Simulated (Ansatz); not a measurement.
AlSiCN in space group R3m (No. 160; Al on 3a, N on 3a, Si on 3a, C on 3a), PBE in the plane-wave PAW code Ansatz, all energies at zero smearing, with the estimated change up to a 700 eV cutoff added, with one set of potentials and settings (totals compare only within such a set). Cell of 4 atoms (1 Al, 1 N, 1 Si, 1 C): -1809.569 eV.

```csv
element,reference phase,E (eV/atom)
Al,"Fm-3m, 1 atoms in the cell",-537.5049
N,"Pa-3, 8 atoms in the cell",-384.0325
Si,"Fd-3m, 2 atoms in the cell",-635.8096
C,"P6_3/mmc, 4 atoms in the cell",-250.9479
```

Formation energy per atom, worked out: (-1809.569 − 1×(-537.5049) − 1×(-384.0325) − 1×(-635.8096) − 1×(-250.9479))/4 = -0.319 eV/atom (-31 kJ per mol of atoms), at 0 K, without zero-point energy or fitted corrections.

The start of the workflow was typed in or built on a structure type; neither database checked (COD, Materials Project) lists it. Whether it is the stable phase at ambient conditions was not checked. The cell was relaxed with PBE under the symmetry of its start; its stability against distortions is not shown here. The references are the lowest solids computed at this level, not always the standard phases (solids in place of the gases).

Potentials: the later of the program's two PAW sets.
